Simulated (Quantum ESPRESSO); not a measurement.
## Kohn-Sham bands of BaAlSiH (P3m1)

```yaml
crystal:
  lattice:
    - [4.33423, 0.00000, 0.00000]
    - [-2.16711, 3.75355, 0.00000]
    - [0.00000, 0.00000, 5.26255]
  atoms:
    - { symbol: Ba, position: [0.00000, 0.00000, 0.00044] }
    - { symbol: Al, position: [0.66667, 0.33333, 0.46525] }
    - { symbol: Si, position: [0.33333, 0.66667, 0.54231] }
    - { symbol: H, position: [0.66667, 0.33333, 0.13491] }
```

Materials Project entry mp-571093; symmetrised, unrelaxed at this level. Not found in the COD (Crystallography Open Database) copy used; not checked further. Computed values, not measurements, from PBEsol: Quantum ESPRESSO (norm-conserving PseudoDojo potentials, cutoff 58 Ry, no spin polarisation, no spin-orbit coupling) on a Γ-centred 12×12×6 mesh, then Wannier90. Density: 12×12×6 mesh, Gaussian smearing 0.01 Ry. Spin-orbit coupling is left out although heavy elements are present.

Energies are relative to the valence-band maximum; weights are on the orthonormalised atomic waves of the pseudopotential files, averaged over the group. 18 electrons a cell are treated as valence.

Into which isolated groups do the bands fall, where do they lie and what are they made of?


| bands | from (eV) | to (eV) | filling | weight on atomic waves |
|---|---|---|---|---|
| 1 | -27.23 | -27.18 | filled | Ba 5s 95 % |
| 2–4 | -12.93 | -12.22 | filled | Ba 5p 94 % |
| 5 | -8.68 | -6.43 | filled | Si 3s 46 %, Al 3s 19 %, Al 3p 17 % |
| 6 | -5.77 | -4.01 | filled | H 1s 33 %, Al 3s 16 %, Al 3p 16 % |
| 7–9 | -3.17 | 0.00 | filled | Si 3p 52 %, Al 3p 24 %, H 1s 9 % |

The Kohn-Sham gap over both meshes and the path is 0.68 eV.
